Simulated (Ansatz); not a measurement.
Given:

Ti$_{4}$AlGe$_{7}$:
```
CELL_PARAMETERS angstrom
     -1.83351     1.83351    14.20193
      1.83351    -1.83351    14.20193
      1.83351     1.83351   -14.20193
ATOMIC_POSITIONS crystal
  Ti 0.82464 0.82464 0.00000
  Ti 0.17536 0.17536 0.00000
  Ti 0.07261 0.57261 0.50000
  Ti 0.42739 0.92739 0.50000
  Al 0.25000 0.75000 0.50000
  Ge 0.65984 0.65984 0.00000
  Ge 0.34016 0.34016 0.00000
  Ge 0.90415 0.40415 0.50000
  Ge 0.59585 0.09585 0.50000
  Ge 0.50000 0.50000 0.00000
  Ge 0.75000 0.25000 0.50000
  Ge 0.00000 0.00000 0.00000
```

This is the r²SCAN-relaxed structure.

Task: All from r²SCAN in the plane-wave PAW code Ansatz, unless another level is named. Give the electronic character.

Result: metallic (no gap).

Task: Give the density of states at the Fermi level.

Result: 0.22 states/eV per atom (mean over ±0.08 eV).

Task: And the formation energy from the elements (no fitted shifts)?

Result: -0.45 eV/atom.

Space group I-4m2. The first step of the workflow began from a Materials Project structure, measured or hypothetical; the Crystallography Open Database copy checked does not list it. With Al and Ge taken as one species the cell has the higher symmetry I4_1/amd, so it may be an ordered model of a mixed-site phase. Whether it is the stable phase at ambient conditions was not checked. Symmetry was held in the r²SCAN relaxation; its stability against distortions is not shown here. The run is not spin-polarised. The references are the lowest solids computed at this level, not always the standard phases. Spin–orbit coupling is left out wherever it is not named.

Potentials: the later of the program's two PAW sets.
